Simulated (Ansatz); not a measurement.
ZnSO4:
```xyz
6
Lattice="0.0000 3.8961 3.8961 3.8961 0.0000 3.8961 3.8961 3.8961 0.0000" Properties=species:S:1:pos:R:3 pbc="T T T"
Zn     5.8442     5.8442     5.8442
S      0.0000     0.0000     0.0000
O      4.7460     6.9424     4.7460
O      6.9424     4.7460     4.7460
O      6.9424     6.9424     6.9424
O      4.7460     4.7460     6.9424
```

x, y and z are the axes in which the lattice vectors are written.

### Question
Give the high-frequency dielectric tensor and the Born effective charge tensors of the independent atoms from DFPT, the program Ansatz at the PBEsol level (PAW).

### Answer

ε∞:
```
2.09  0.00  0.00
0.00  2.09  0.00
0.00  0.00  2.09
```
Z* of atom 1 (Zn), rows: field, columns: displacement, in e:
```
2.37  0.00  0.00
0.00  2.37  0.00
0.00  0.00  2.37
```
Z* of atom 2 (S), rows: field, columns: displacement, in e:
```
3.88  0.00  0.00
0.00  3.88  0.00
0.00  0.00  3.88
```
Z* of atom 3 (O), rows: field, columns: displacement, in e:
```
-1.56   0.76  -0.76
 0.76  -1.56   0.76
-0.76   0.76  -1.56
```

Static charges for comparison (Bader): Zn1 +1.47, S2 +4.00, O3 -1.37 e. Born charges measure polarisation by displacement and can exceed these by far.

Space group F-43m. The first step of the workflow began from a Materials Project structure, measured or hypothetical; the Crystallography Open Database files this formula in space group No. 216, but the cells were not matched. Whether it is the stable phase at ambient conditions was not checked. Symmetry was held in the PBEsol relaxation; its stability against distortions is not shown here.

Potentials: the later of the program's two PAW sets.
